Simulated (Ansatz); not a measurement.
Clean, relaxed (110) surface of V, space group Im-3m (No. 229) (top face towards +c; atoms held fixed, by place in the list: 1, 2):

```
V
1.0
     2.56244    0.00000    0.00000
    -0.85415    2.41589    0.00000
     0.00000    0.00000   23.27668
V
4
Cartesian
  0.8541 1.2079 8.5000
  0.0000 0.0000 10.5922
  0.8541 1.2079 12.6646
  0.0000 0.0000 14.6386
```

The calculation used DFT PBEsol, scalar-relativistic, plane waves, PAW (Ansatz). Settings: cutoff 420 eV, Γ-centred mesh 12×12×1 on the computed 4-atom cell, Gaussian smearing of 0.10 eV; no spin polarisation. The cell repeats along c with a dipole correction in the vacuum.

E_ads counts from the clean slab and the free adsorbate (spin-polarised where it has unpaired electrons); negative means bound. With the adsorbate the cell is lengthened along c to keep the vacuum.

Task: N (atom) is put on the top face (one adsorbate per 6.2 Å²) at each of these sites and relaxed. Order them from strongest to weakest binding.
A. hollow (V-V-V) at (0.33, 0.67)
B. bridge (V-V) at (0.50, 0.00)
C. top (V) at (0.00, 0.00)

Result: A (-6.79 eV), B (-5.89 eV), C (-3.64 eV).

Each end is the local minimum or symmetric point that its start leads to. The slab is only 6.3 Å thick, so the energies aren't converged with thickness.

Spin polarisation was left out, and a magnetic state may lie lower.